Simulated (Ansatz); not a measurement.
The following input was run with Ansatz 0.2.0.

```yaml
crystal:
  lattice:
    - [4.1072969576, 0.0, 0.0]
    - [-2.0536484788, 3.5570235062, 0.0]
    - [0.0, 0.0, 5.0603578636]
  atoms:
    - { symbol: Te, position: [0.6666666667, 0.3333333333, 0.2902417409] }
    - { symbol: Te, position: [0.3333333333, 0.6666666667, 0.7097582591] }
    - { symbol: Au, position: [0.0, 0.0, 0.0] }
basis:
  ecutwfc: 500
kpoints:
  mp_grid: { grid: [12, 12, 8] }
hamiltonian:
  xc: r2scan
scf:
  occupations: { method: gaussian, width: 0.1 }
output:
  forces: true
  stress: true
  eigenvalues: true
relax:
  adjacent_minimum: "off"
  f_tol: 0.01
  max_steps: 30
  cell: { stress_tol: 0.1, fix: [volume] }
```

Command:
```bash
ansatz run input.yaml --threads 1 --pin off --max-ram 2560MiB --backend cpu --events-out ev --progress --plain --runs-dir out
```

These are results of Ansatz 0.2.0, DFT r2SCAN, scalar-relativistic, plane waves, PAW, not measurements.

Part of what the program printed, abridged (final results; tables in files aren't shown):

```
SCF 4 converged in 4 iterations: F = -27153.234672 eV  dr2 = 1.04e-10
SCF converged after 4 iterations
Free energy (F): -27153.234672 eV
Harris-Foulkes:  -27153.234672 eV  (|F-HF|=7.82e-10)
Internal energy: -27153.229128 eV  (E = F + TS)
E sigma→0 (E₀):  -27153.231900 eV
Entropy (-TS):   -0.005545 eV (-1.848 meV/atom)
Fermi energy:    13.526061 eV
--- Per-component energies (eV) ---
  E_band       = -782.174424
  E_kinetic    = 967.653936
  E_local      = -4416.135443  (includes V_loc(G=0)·N_el)
  E_nonlocal   = -546.760002
  E_hartree    = 2433.831925
  E_xc         = -449.990017
  E_vxc        = -532.996125  (∫ρ·V_xc dr)
  E_paw        = -19103.096811  (= ΣΔE_a)
  E_vpaw       = -1156.568392  (= ΣTr[D̂ρ^β])
  E_aug_tail   = 0.000659  (compensation charges beyond the density's cutoff)
  E_vtau       = 34.967385  (kinetic-family band-sum trace: ∫τ·v_τ [+ j·A + Jᵃ·Aᵃ] dr)
  E_ewald      = -6039.126762
  E_core_change = 0.393387  (= ΣΔE_core)
  E_smearing   = -0.005545  (= −TS)
--- Forces (eV/Å), atoms counted from 1 ---
  atom   1  Te     0.00000000     0.00000000    -0.00066701
  atom   2  Te     0.00000000     0.00000000     0.00066701
  atom   3  Au     0.00000000     0.00000000     0.00000000
--- Stress (GPa, compression-positive) ---
        5.360565       0.000000       0.000000
        0.000000       5.360565       0.000000
        0.000000       0.000000       5.344100
  P = ⅓ Tr σ = 5.3551 GPa (53.551 kbar)
--- Band table (eV; the first three rows and the last of 131) ---
  k-point 0: bands = ["-94.9567", "-45.8136", "-45.8136", "-45.7666", "-24.8590", "-24.8590", "-24.8451", "-24.8266", "-24.8243", "-24.8243", "-24.8087", "-24.8087", "-24.7994", "-24.7994", "-0.9672", "3.0724", "6.4591", "7.2159", "7.2159", "8.4949", "8.4949", "9.4674", "13.0223", "13.0223", "13.0287", "13.0287", "14.6784", "17.1125", "17.1700", "19.8176", "19.8176"]
  k-point 1: bands = ["-94.9567", "-45.8136", "-45.8136", "-45.7665", "-24.8586", "-24.8586", "-24.8451", "-24.8265", "-24.8251", "-24.8251", "-24.8082", "-24.8082", "-24.7996", "-24.7996", "-0.8824", "2.7290", "6.8192", "7.2331", "7.2331", "8.4892", "8.4892", "9.5424", "12.4899", "12.4899", "13.6280", "13.6280", "14.3866", "16.7342", "17.8360", "19.6467", "19.6467"]
  k-point 2: bands = ["-94.9567", "-45.8136", "-45.8136", "-45.7666", "-24.8575", "-24.8575", "-24.8452", "-24.8268", "-24.8268", "-24.8264", "-24.8071", "-24.8071", "-24.8000", "-24.8000", "-0.6332", "2.0064", "7.2755", "7.2755", "7.5249", "8.4768", "8.4768", "9.8211", "12.0556", "12.0556", "13.5714", "14.2526", "14.2526", "16.9142", "18.4861", "19.2240", "19.2240"]
  k-point 130: bands = ["-94.9567", "-45.8147", "-45.8147", "-45.7664", "-24.8555", "-24.8409", "-24.8409", "-24.8272", "-24.8272", "-24.8173", "-24.8148", "-24.8105", "-24.8105", "-24.8016", "1.5048", "1.5048", "7.1327", "7.1327", "7.8354", "8.4881", "8.4881", "8.6299", "8.6958", "9.5439", "9.5439", "16.0987", "16.0987", "19.2004", "20.1613", "20.5747", "20.5747"]
--- Relaxed structure (3 steps of the walk, 2 accepted, 1 SCFs on fresh bases) ---
  F+E_penalty+E_count = -27153.23467248 eV   max|allowed force component| = 6.670e-4 eV/Å   (the final SCF, on the basis selected at the relaxed cell)
  cell:  # Å, volume = 73.9306 Å³
    - [4.11224894, 0.0, 0.0]
    - [-2.05612447, 3.56131205, 0.0]
    - [0.0, 0.0, 5.04817779]
  atoms:
    - { symbol: Te, position: [0.66666666, 0.33333333, 0.29212145] }
    - { symbol: Te, position: [0.33333333, 0.66666666, 0.70787854] }
    - { symbol: Au, position: [0.0, 0.0, 0.0] }
```

The relaxation met its thresholds.

Time: 96 s on 1 thread of Intel(R) Xeon(R) Platinum 8488C (Sapphire Rapids), with other jobs on the host, peak memory 0.76 GiB.

Spin–orbit coupling is left out, which can shift energies with elements as heavy as these.